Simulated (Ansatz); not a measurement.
LiH₃O₂:
```
CELL_PARAMETERS angstrom
      1.22202     0.94601    -5.26738
      1.21978    -5.35023     0.00000
     -3.14144     0.00000     0.00000
ATOMIC_POSITIONS crystal
  Li 0.65238 0.84757 0.00009
  Li 0.34762 0.15243 0.99991
  H  0.75576 0.51911 0.35648
  H  0.24424 0.48089 0.64352
  H  0.98096 0.74416 0.64358
  H  0.01904 0.25584 0.35642
  H  0.73836 0.23856 0.81569
  H  0.26164 0.76144 0.18431
  O  0.79326 0.70682 0.50019
  O  0.20674 0.29318 0.49981
  O  0.71537 0.21548 0.10112
  O  0.28463 0.78452 0.89888
```

Relaxed with r²SCAN+D4.

Q: Tabulate the valence density and the electron localisation function along the shortest Li–O contact (1.95 Å), DFT-r²SCAN+D4 in the program Ansatz with PAW potentials.

A: 

| distance from Li (Å) | density (e/Å³) | ELF |
|---|---|---|
| 0.19 | 7.04 | 0.99 |
| 0.29 | 4.76 | 0.97 |
| 0.39 | 2.66 | 0.81 |
| 0.49 | 1.19 | 0.33 |
| 0.58 | 0.44 | 0.07 |
| 0.68 | 0.21 | 0.03 |
| 0.78 | 0.21 | 0.09 |
| 0.88 | 0.28 | 0.31 |
| 0.97 | 0.39 | 0.65 |
| 1.07 | 0.58 | 0.81 |
| 1.17 | 0.89 | 0.85 |
| 1.27 | 1.38 | 0.87 |
| 1.36 | 2.19 | 0.87 |
| 1.46 | 3.41 | 0.84 |
| 1.56 | 4.86 | 0.77 |
| 1.66 | 6.20 | 0.64 |
| 1.75 | 7.11 | 0.44 |

The density is the valence pseudo-density with augmentation charge, so density and ELF within about 1 Å of a nucleus are not all-electron values.

Space group C2/m. The workflow started from a Materials Project entry (that database holds measured and hypothetical structures alike); the Crystallography Open Database files this formula in space group No. 12, but the cells were not matched. Its standing as an ambient phase is unchecked. Symmetry was held in the r²SCAN+D4 relaxation; its stability against distortions is not shown here.

Potentials: the later of the program's two PAW sets.
